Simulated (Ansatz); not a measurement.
Relaxed-ion elastic tensor of WS$_{2}$ in space group P6_3/mmc (No. 194; W on 2c, S on 4f) in GPa (Voigt order), plane-wave PAW r²SCAN+D4 (Ansatz code); density 7.53 g/cm³, 18.22 Å³ per atom.

```
      1     2     3     4     5     6
-  ----  ----  ----  ----  ----  ----
1   253  58.7   8.6   0.0   0.0   0.0
2  58.7   253   8.6   0.0   0.0   0.0
3   8.6   8.6  44.5   0.0   0.0   0.0
4   0.0   0.0   0.0  14.3   0.0   0.0
5   0.0   0.0   0.0   0.0  14.3   0.0
6   0.0   0.0   0.0   0.0   0.0  97.3
```

Q: Is the crystal mechanically stable?

A: Yes: the smallest eigenvalue of C is 14.3 GPa.

Q: Work out the Voigt, Reuss and Hill averages.

A: K_V = 78.1, K_R = 37.5, K_H = 57.8; G_V = 56.9, G_R = 25.7, G_H = 41.3 GPa.

Q: Give Young's modulus, Poisson's ratio, Pugh's ratio and the universal anisotropy index.

A: E = 9KG/(3K + G) = 100.0 GPa; ν = 0.21; K/G = 1.40 (brittle by the Pugh limit of 1.75); A_U = 5G_V/G_R + K_V/K_R − 6 = 7.15.

Q: Estimate the sound speeds and the Debye temperature.

A: v_l = √((K + 4G/3)/ρ) = 3870 m/s, v_t = √(G/ρ) = 2340 m/s, mean 2590 m/s; Θ = (h/k)(3n/4πV)^(1/3) v_m = 293 K.

Q: Solve the Christoffel equation for the three sound speeds along x, y, z.

A: Eigenvalues of C_ijkl n_j n_l equal ρv². In km/s, slowest first: x 1.38, 3.59, 5.80; y 1.38, 3.59, 5.80; z 1.38, 1.38, 2.43.

Q: How much does each axis shrink under pressure?

A: Linear compressibilities β_i = Σ_j S_ij (j = 1 to 3): x 2.6, y 2.6, z 21 per TPa.

The cell was relaxed with r²SCAN+D4 under the symmetry of its start; of distortions, only those at the zone centre were tested. No spin polarisation was allowed. Spin–orbit coupling is left out wherever it is not named.

Potentials: the later of the program's two PAW sets.
